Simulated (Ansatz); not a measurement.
Values for one crystal, relaxed and computed with DFT-r²SCAN in the program Ansatz with PAW potentials; other levels are named.

- Volume per atom = 16.29 Å³
- Electronic character = metallic (no gap)
- Formation energy from the elements (no fitted shifts) = 0.26 eV/atom
- Bulk modulus (Birch–Murnaghan fit) = 870 kbar
- Pressure derivative B′ = 5.9
- Density of states at the Fermi level = 0.51 states/eV per atom (mean over ±0.08 eV)

### Question
Which compound is it?
(A) LaGe2Ru2, I4/mmm (La on 2a, Ge on 4e, Ru on 4d)
(B) VGe3, A15 (Cr3Si type)
(C) BaGe3Pt, I4mm (Ba on 2a, Ge on 4b, Ge on 2a, Pt on 2a)
(D) ZrGe, P-6m2 (Zr on 1a, Ge on 1f)

### Answer
B, VGe3, A15 (Cr3Si type)

Space group Pm-3n (A15 (Cr3Si type)). The workflow started from an entry of the Crystallography Open Database (COD). Whether it is the stable phase at ambient conditions was not checked. The r²SCAN relaxation kept the symmetry of its start; its stability against distortions is not shown here. Magnetic state: ferromagnetic, chosen from 5 collinear starts compared on coarse meshes (ties went to the first, and starts can fall back to one state), not a proven ground state. The volume moved by 20 % from the start of the relaxation. Its formation energy is positive at this level, so the cell may be metastable or incomplete. Other orbital occupations within this spin state were not tried. The references are the lowest solids computed at this level, not always the standard phases. Spin–orbit coupling is left out wherever it is not named.

Potentials: the later of the program's two PAW sets.
